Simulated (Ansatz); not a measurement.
LaAlNi4: what a change of scf.initial_density.chi_scale, scf.eigensolver.kind, basis.precision does

Level of theory: PBEsol, no spin polarisation, scalar-relativistic; Ansatz, plane waves to 420 eV (PAW set soft_2), k-mesh 8×8×8. These are the settings of the reference run.

Cell:

```
CELL_PARAMETERS angstrom
2.54704 -4.21468 0.00000
2.54704 4.21468 0.00000
0.00000 0.00000 4.00939
ATOMIC_POSITIONS crystal
Al 0.00000 0.00000 0.50000
La 0.50000 0.50000 0.00000
Ni 0.17056 0.82944 0.00000
Ni 0.82944 0.17056 0.00000
Ni 0.00000 0.50000 0.50000
Ni 0.50000 0.00000 0.50000
```

The reference run of this cell is solved again as a single point with these keys changed:

| key | reference run | changed run |
| --- | --- | --- |
| scf.initial_density.chi_scale | not typed | 0.3 |
| scf.eigensolver.kind | not typed | davidson |
| basis.precision | not typed | f64 |

How does the changed run end?



| quantity | reference run | changed run |
| --- | --- | --- |
| energy, changed less reference (meV an atom) | 0 | 0.0 |
| pressure (GPa) | 0.0 | 0.0 |
| largest force (eV/Å) | 0.00 | 0.00 |
| gap on the mesh (eV) | 0.00 | 0.00 |

The results hardly move, so these settings together matter little here, or the typed value is the one that the program takes anyway. It took 16 iterations.

Caveats: the reference run: a metal with Cr, Mn, Fe, Co or Ni was run without spin, and may be magnetic; a single point, atoms not relaxed again.
